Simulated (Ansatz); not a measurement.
BeSe:
```xyz
2
Lattice="0.0000 2.5645 2.5645 2.5645 0.0000 2.5645 2.5645 2.5645 0.0000" Properties=species:S:1:pos:R:3 pbc="T T T"
Se     3.8467     3.8467     3.8467
Be     0.0000     0.0000     0.0000
```

Tensor components refer to the Cartesian frame of this cell.

Give the high-frequency dielectric tensor and the Born effective charge tensors of the independent atoms from DFPT, PBEsol (plane waves, PAW; program Ansatz).


ε∞:
```
6.11  0.00  0.00
0.00  6.11  0.00
0.00  0.00  6.11
```
Z* of atom 1 (Se), rows: field, columns: displacement, in e:
```
-1.53   0.00   0.00
 0.00  -1.53   0.00
 0.00   0.00  -1.53
```
Z* of atom 2 (Be), rows: field, columns: displacement, in e:
```
1.53  0.00  0.00
0.00  1.53  0.00
0.00  0.00  1.53
```

Static charges for comparison (Bader): Se1 -1.57, Be2 +1.57 e. Born charges measure polarisation by displacement and can exceed these by far.

Space group F-43m (zinc blende). The PBEsol relaxation kept the symmetry of its start. Spin–orbit coupling is left out wherever it is not named.

Potentials: the later of the program's two PAW sets.
